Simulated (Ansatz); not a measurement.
The cell comes from COD entry 4344493, which wasn't checked; take it as a given geometry. The listed cell was then made from it by scaling, straining or moving an atom.

An input for YSi₂: DFT, PBEsol, all-electron PAW with datasets made for the crystal, scalar-relativistic (Ansatz 0.2.0).

Command: `ansatz run input.yaml --threads 1 --pin off --max-ram 4096MiB --backend cpu --events-out ev --progress --plain --runs-dir out` The run took 12 s on 1 thread of Arm Neoverse V2 (shared host), peak memory 0.48 GiB.

```yaml
crystal:
  lattice:
    - [3.7782380528, 0.0, 0.0]
    - [-1.8891190263, 3.2720501352, 0.0]
    - [0.0, 0.0, 4.0840471951]
  atoms:
    - { symbol: "Y", position: [0.0, 0.0, 0.0] }
    - { symbol: Si, position: [0.3333333333, 0.6666666667, 0.5] }
    - { symbol: Si, position: [0.6666666667, 0.3333333333, 0.5] }
kpoints:
  mp_grid: { grid: [12, 12, 10] }
scf:
  occupations: { method: fermi_dirac, width: 0.05 }
hamiltonian:
  xc: pbesol
  pseudopotentials: { kind: all_electron, datasets: crystal }
output:
  forces: true
  stress: true
  eigenvalues: true
  efg: { contact_densities: true }
```

Set-up and iterations as logged by Ansatz (the results part is left out, to be predicted):

```
hamiltonian.pseudopotentials.datasets: crystal makes datasets for this crystal and solves the spheres of its atoms anew in each pass: cutoff 240.0 eV, the density's 960.0 eV; for an error of 0.50 meV an atom under PBE, 1.5 meV for the cell; an energy difference from a run of another recipe may be off by several times the error for the cell, under r2SCAN by more, where some 0.1 meV an atom stays at smaller errors; Si in spheres of 1.090 Å, 4 of its electrons in bands; Y in spheres of 1.376 Å, 11 of its electrons in bands
Engine: ansatz 0.2.0
Pseudopotentials: kind: all_electron
Pseudopotential: Y, paw, valence charge 11, recommended cutoff 240 eV (normal), Koelling and Harmon's equation, gaussian nucleus
Pseudopotential: Si, paw, valence charge 4, recommended cutoff 240 eV (normal), Koelling and Harmon's equation, gaussian nucleus
Functional definition: PBEsol
  exchange = pbesol_x
  correlation = pbesol_c
Crystal: 3 atoms, lattice volume = 50.489 Å³
Basis set: ecut = 240 eV, 419 PW (Γ), exchange–correlation on 40×40×48 points (8 copies of the dense FFT grid, shifted against one another)
Bands: 14, of which v1, the nominal top of the filled ones, is band 10 counted from 1 (9 counted from 0)
Symmetry: 24 space group operations
Space group: P6/mmm (ITA 191), of the structure as read, at distance tolerance 3.7e-5 Å
k-points: 114 of 1440
Non-local potential: Y, projectors of the file, l = 0: 2, l = 1: 2, l = 2: 2
Non-local potential: Si, projectors of the file, l = 0: 1, l = 1: 1
PAW form: soft (Blöchl's): semilocal exchange-correlation on the pseudo side does not see the compensation charge
PAW one-centre angular grid: Y, 590 points (default); XC on its mesh's 1893 points in the sphere
PAW one-centre angular grid: Si, 110 points (default); XC on its mesh's 1923 points in the sphere
Initial density: superposition of atomic densities (neutral atoms: chi_scale 0, normalization atom)
Initial wavefunctions: pseudopotential atomic-orbital guess
Functional: x = pbesol(κ = 0.804, μ = 0.12345679012345678), c = pbesol(β = 0.046)
iter 1 solved again at ethr=3.87e-3 eV; its pass at ethr=1.00e-1 eV (dr2=7.36e-1 eV) is discarded
SCF iter   1: F=—  HF=-107823.330423 eV  |F-HF|=—  |Δ(HF+E_count)|=         —  Δρ=3.45e-2  dr2=9.88e-1  ethr=3.87e-3  ⟨swp⟩=3.9  Hψ=9774  notcnv=0
SCF iter   2: F=—  HF=-107823.146858 eV  |F-HF|=—  |Δ(HF+E_count)|=   1.84e-1  Δρ=2.02e-2  dr2=3.21e-1  ethr=3.87e-3  ⟨swp⟩=2.7  Hψ=3320  notcnv=0  defer=3
SCF iter   3: F=—  HF=-107823.093412 eV  |F-HF|=—  |Δ(HF+E_count)|=   5.34e-2  Δρ=6.52e-3  dr2=5.02e-2  ethr=1.69e-3  ⟨swp⟩=4.2  Hψ=4535  notcnv=0  defer=8
iter 4 solved again at ethr=1.03e-5 eV; its pass at ethr=2.64e-4 eV (dr2=1.96e-3 eV) is discarded
SCF iter   4: F=—  HF=-107823.080893 eV  |F-HF|=—  |Δ(HF+E_count)|=   1.25e-2  Δρ=1.45e-3  dr2=2.02e-3  ethr=1.03e-5  ⟨swp⟩=2.1  Hψ=8896  notcnv=0  defer=4
SCF iter   5: F=—  HF=-107823.080448 eV  |F-HF|=—  |Δ(HF+E_count)|=   4.45e-4  Δρ=4.50e-4  dr2=2.17e-4  ethr=1.03e-5  ⟨swp⟩=2.5  Hψ=2843  notcnv=0  defer=4
SCF iter   6: F=—  HF=-107823.080407 eV  |F-HF|=—  |Δ(HF+E_count)|=   4.07e-5  Δρ=8.28e-5  dr2=7.16e-6  ethr=1.14e-6  ⟨swp⟩=3.4  Hψ=3382  notcnv=0  defer=1
SCF iter   7: F=—  HF=-107823.080405 eV  |F-HF|=—  |Δ(HF+E_count)|=   2.11e-6  Δρ=2.61e-5  dr2=9.89e-7  ethr=3.77e-8  ⟨swp⟩=3.0  Hψ=3033  notcnv=0
SCF iter   8: F=-107823.080405 eV  HF=-107823.080405 eV  |F-HF|=1.96e-8  |Δ(HF+E_count)|=   3.50e-7  Δρ=4.53e-6  dr2=2.11e-8  ethr=5.21e-9  ⟨swp⟩=3.1  Hψ=3243  notcnv=0
```

Spin polarisation is left out, and whether a magnetic state lies lower isn't shown here.

Question: What pressure will this run report?

Answer: 15.46 GPa (positive in compression).
